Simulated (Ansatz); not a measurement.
Theory: DFT PBE, scalar-relativistic, plane waves, PAW (Ansatz 0.2.0). Settings: cutoff 420 eV, Γ-centred meshes spaced at most about 0.3 Å⁻¹, and about 0.25 Å⁻¹ or finer for metals (2π included), Gaussian smearing. No spin polarisation in the final relaxations.

All energies are static (0 K, no zero-point motion).

Two forms of LaF₅ were relaxed alike.

1. Space group F-43m (No. 216), cubic, a = 6.521 Å. La is surrounded by 16 F at 2.70–2.82 Å; F on a site of symmetry 3m is surrounded by 6 F at 2.29–2.32 Å, 3 La at 2.70 Å and 3 F at 2.70 Å; around F on a site of symmetry -43m lie 12 F at 2.70 Å and 4 La at 2.82 Å.

2. Space group P4/mmm (No. 123), tetragonal, a = 6.410 Å, c = 4.670 Å. Around La lie 6 F at 2.23–2.33 Å; F on a site of symmetry m2m has 1 F at 1.94 Å and 1 La at 2.23 Å; F on a site of symmetry 4/mmm is surrounded by 2 La at 2.33 Å.

**Question.** Which would you expect to be lower, and how large is the difference?

**Answer.** Cell 2 is lower, by 71 meV/atom. Cell 1 has space group F-43m (No. 216), 11.6 Å³/atom and no gap on its mesh; cell 2 has space group P4/mmm (No. 123), 32.0 Å³/atom and no gap. Counting F atoms around La (those within 1.25 times the shortest such distance or 1.15 times the sum of covalent radii, 1.27 where that leaves under three), cell 1 has La 16 and cell 2 has La 6. The lower one is the more open, so pressure narrows the difference. Both come from invented guesses. A third cell relaxed alike, in P-6m2, lies 4 meV/atom below the lower of the two.

A magnetic state wasn't ruled out in cells without spin, among them F-43m. Cells relaxed within their symmetry can be saddle points.
